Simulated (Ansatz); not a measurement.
**Relaxing a structure of Ta**

The start is a generated cell, Ta placed in the diamond structure type. A full variable-cell relaxation at zero pressure is run with PBE (plane waves to 420 eV, PAW, scalar-relativistic; Ansatz, a first-principles code). First-step values are on the input's coarse k-mesh.

Ansatz input (later rounds restart from its end on a renewed k-mesh):
Ansatz 0.2 input:
```yaml
crystal:
  lattice:
    - [0, 2.944486, 2.944486]
    - [2.944486, 0, 2.944486]
    - [2.944486, 2.944486, 0]
  atoms:
    - { symbol: Ta, position: [0.25, 0.25, 0.25] }
    - { symbol: Ta, position: [0, 0, 0] }
basis: { ecutwfc: 420, ecutrho_ratio: 4, xc_grid: 2, fft_grid_basis: typed }
kpoints: { mp_grid: { grid: [10, 10, 10] } }
hamiltonian:
  xc: pbe
  dispersion: none
  pseudopotentials: { azcp: { folder: ./paw }, kind: paw }
scf: { occupations: { method: fermi_dirac, width: 0.05 } }
relax: { f_tol: 0.01, max_steps: 100, cell: { stress_tol: 0.02 } }
output: { forces: true, stress: true }
```

- Energy released: 0.07 eV/atom
- Volume change: +11.3 %, from 25.53 to 28.42 Å³/atom
- Shortest distances (start → end): The closest pairs of elements (up to four, under 3.6 Å), start → end: Ta–Ta 2.55 → 2.64 Å
- Band gap at the end: no gap (metallic)
- Optimiser moves: 7

Relaxed structure:

```cif
data_Ta8
_chemical_formula_sum 'Ta8'
_space_group_name_H-M_alt 'Fd-3m :1'
_space_group_IT_number 227
_space_group_name_Hall 'F 4d 2 3 -1d'
_cell_length_a 6.10330
_cell_length_b 6.10330
_cell_length_c 6.10330
_cell_angle_alpha 90.000
_cell_angle_beta 90.000
_cell_angle_gamma 90.000
loop_
_atom_site_label
_atom_site_type_symbol
_atom_site_symmetry_multiplicity
_atom_site_Wyckoff_symbol
_atom_site_fract_x
_atom_site_fract_y
_atom_site_fract_z
_atom_site_occupancy
Ta1 Ta 8 a 0.00000 0.00000 0.00000 1
```
(The calculation used a cell of 2 atoms; values per cell refer to that cell.)

Final values are on a 13×13×13 k-mesh of the relaxed cell. The start holds a very short contact (Ta–Ta 2.55 Å). No spin polarisation in the result.

The run could not lower the symmetry of its start; a shaken copy of this end point relaxes with PBE to Im-3m (No. 229), 2.89 eV/atom lower.

The relaxed structure here is a generated cell of Ta: the first start was made by placing the elements on the sites of a structure type, and the end was not matched to a known phase here, so it may be hypothetical. Known forms of Ta include space group No. 229.
